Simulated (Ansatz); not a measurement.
Zr3SnO8 on the sites of the rutile structure (relaxed group Cmmm) was put through Ansatz (plane waves). Cell and atoms come from a relaxation with r2SCAN.

The cell:
```
CELL_PARAMETERS angstrom
3.43593 -3.41561 0.00000
3.43593 3.41561 0.00000
0.00000 0.00000 6.48950
ATOMIC_POSITIONS crystal
Zr 0.50000 0.50000 0.24873
Sn 0.00000 0.00000 0.00000
O 0.19372 0.19372 0.24636
O 0.80628 0.80628 0.24636
O 0.69737 0.30263 0.00000
O 0.30263 0.69737 0.00000
Zr 0.50000 0.50000 0.75127
Zr 0.00000 0.00000 0.50000
O 0.19372 0.19372 0.75364
O 0.80628 0.80628 0.75364
O 0.69376 0.30624 0.50000
O 0.30624 0.69376 0.50000
```

Output, abridged:
```
scf.n_extra_bands = 7 over 49 filled bands (N_el = 98.0): the run solves 56 bands
Pseudopotential: Zr, paw, valence charge 12, recommended cutoff 420 eV (normal)
Pseudopotential: Sn, paw, valence charge 14, recommended cutoff 420 eV (normal)
Pseudopotential: O, paw, valence charge 6, recommended cutoff 420 eV (normal)
Functional definition: PBE0
Crystal: 12 atoms, lattice volume = 152.319 Å³
Basis set: ecut = 420 eV, 2977 PW (Γ)
Bands: 56, of which v1, the nominal top of the filled ones, is band 49 counted from 1 (48 counted from 0)
Symmetry: 8 space group operations
Space group: Cmmm (ITA 65)
k-points: 14 of 32
[warm-up without exact exchange]
SCF 1 stopped early in 3 iterations: F = -23130.413865 eV  dr2 = 6.34e-4
[exact exchange on]
Exchange kernel: α = 0.2500, full range, Wigner–Seitz truncation, v(0) = 9686.2822 eV·Å³, q-mesh 4×4×2
SCF 2 stopped early in 7 iterations: F = -23139.779546 eV  dr2 = 1.67e-5
hybrid outer 1: dexx = +9.578e-2 eV, tail = 1.94e-4 eV
SCF 3 converged in 8 iterations: F = -23139.778756 eV  dr2 = 3.14e-9
hybrid outer 2: dexx = +1.365e-5 eV, tail = 1.06e-7 eV, Δε = 3.46e-3 eV, ΔF = 6.89e-3 eV/Å
SCF 4 converged in 2 iterations: F = -23139.778756 eV  dr2 = 1.99e-9
hybrid outer 3: dexx = +5.114e-9 eV, tail = 4.21e-9 eV, Δε = 5.96e-5 eV, ΔF = 2.89e-4 eV/Å
NSCF: frozen V_eff on 9 k-points
hybrid SCF converged: 3 outer / 17 inner (+3 warm-up)
Free energy (F): -23139.778756 eV
Fermi energy:    7.578427 eV
--- Per-component energies (eV) ---
  E_band       = -679.450390
  E_kinetic    = 2604.770827
  E_local      = -5640.767035
  E_nonlocal   = 567.006531
  E_hartree    = 2173.320877
  E_xc         = -1124.848808
  E_vxc        = -1100.751504
  E_exx        = -328.908278
  E_paw        = -14288.554330
  E_vpaw       = -798.553853
  E_ewald      = -7100.742290
  E_core_change = -1.076074
--- Forces (eV/Å), atoms counted from 1 ---
  atom   1  Zr      0.00000      0.00000    -0.02243
  atom   2  Sn      0.00000      0.00000      0.00000
  atom   3  O     -0.04606      0.00000      0.03961
  atom   4  O       0.04606      0.00000      0.03961
  atom   5  O       0.00000      0.11743      0.00000
  atom   6  O       0.00000    -0.11743      0.00000
  atom   7  Zr      0.00000      0.00000      0.02243
  atom   8  Zr      0.00000      0.00000      0.00000
  atom   9  O     -0.04606      0.00000    -0.03961
  atom  10  O       0.04606      0.00000    -0.03961
  atom  11  O       0.00000      0.06967      0.00000
  atom  12  O       0.00000    -0.06967      0.00000
--- Stress (GPa, compression-positive) ---
       -1.629175       0.000000       0.000000
        0.000000      -1.707641       0.000000
        0.000000       0.000000      -2.351410
  P = ⅓ Tr σ = -1.8961 GPa (-18.961 kbar)
--- Band table (eV; the first three rows and the last of 14) ---
  k-point 0: bands = […, 6.6524, 6.6552, 6.7322, 6.9667, 7.0149, 7.5784, 12.7212, 13.9927, 14.6042, 14.9492, …]
  k-point 1: bands = […, 6.4038, 6.4646, 6.6421, 6.9302, 7.0038, 7.1105, 14.0072, 14.2440, 14.2501, 14.7573, …]
  k-point 2: bands = […, 6.2014, 6.3421, 6.4985, 6.5942, 6.8102, 7.3508, 13.0860, 14.0848, 14.3084, 14.4800, …]
  k-point 13: bands = […, 6.0954, 6.1327, 6.5778, 6.6100, 6.6697, 6.9425, 14.1254, 14.4575, 14.6513, 14.7112, …]
```

The file bands.tsv (bands near the Fermi energy, numbered from 0, rounded):
```tsv
# k_distance	band_44	band_45	band_46	band_47	band_48	band_49	band_50	band_51	band_52
# fermi_ev = 7.578427
# [0, 0, 0] at k_distance = 0.000000
# [0.5, 0.5, 0] at k_distance = 0.914335
# [0.5029481188, 0.4970518812, 0] at k_distance = 0.919758
# [0.4970518812, -0.4970518812, 0] at k_distance = 2.209006
# [0, 0, 0.5] at k_distance = 3.243605
# [0.4970518812, -0.4970518812, 0.5] at k_distance = 4.157957
# [0.5029481188, 0.4970518812, 0.5] at k_distance = 5.447204
# [0.5, 0.5, 0.5] at k_distance = 5.452627
# [0.5, 0, 0] at k_distance = 6.261859
# levels_relative_to = fermi_ev
0.000	-0.923	-0.846	-0.612	-0.563	0.000	5.143	6.414	7.026	7.371
0.914	-1.070	-0.931	-0.914	-0.677	-0.504	5.628	6.652	6.877	7.330
0.920	-1.070	-0.931	-0.914	-0.677	-0.504	5.628	6.652	6.877	7.328
2.209	-1.070	-0.931	-0.914	-0.677	-0.504	5.628	6.652	6.877	7.328
3.244	-1.114	-0.936	-0.648	-0.575	-0.468	6.429	6.666	6.672	7.179
4.158	-1.446	-1.001	-0.968	-0.909	-0.636	6.547	6.879	7.073	7.133
5.447	-1.446	-1.001	-0.968	-0.909	-0.636	6.547	6.879	7.073	7.133
5.453	-1.446	-1.001	-0.968	-0.909	-0.636	6.547	6.879	7.073	7.133
6.262	-1.226	-1.103	-0.983	-0.756	-0.639	5.729	6.330	6.504	6.906
```
In order the rows are Γ, Y, C₀, Σ₀, Z, A₀, E₀, T, S.

Question: Reconstruct the input.

Answer:
```yaml
crystal:
  # lattice and atoms as above
kpoints:
  mp_grid: { grid: [4, 4, 2] }
  band_path:
    path:
      - [0.0, 0.0, 0.0]
      - [0.5, 0.5, 0.0]
      - [0.5029481188, 0.4970518812, 0.0]
      - [0.4970518812, -0.4970518812, 0.0]
      - [0.0, 0.0, 0.5]
      - [0.4970518812, -0.4970518812, 0.5]
      - [0.5029481188, 0.4970518812, 0.5]
      - [0.5, 0.5, 0.5]
      - [0.5, 0.0, 0.0]
    npoints: 1
hamiltonian:
  xc: pbe0
scf:
  occupations: { method: fixed }
  n_extra_bands: 7
output:
  forces: true
  stress: true
  eigenvalues: true
```
A single point prints forces and stress when the output block asks for them. The exchange loop and the term E_exx show exact exchange. Not every key shows in the log; this is the file that was used.

Wall time 74 s on 1 × NVIDIA H100 80GB HBM3 with 2 threads of AMD EPYC 7R13 Processor (Zen 3), on a shared host; peak host memory 2.8 GiB.

Computed, not measured; no magnetism was allowed, and whether the structure is a known phase isn't checked.

Spin-orbit coupling is left out, which matters wherever the heavy atoms make up the band edges.

The stress of a hybrid is loosely converged in these runs.
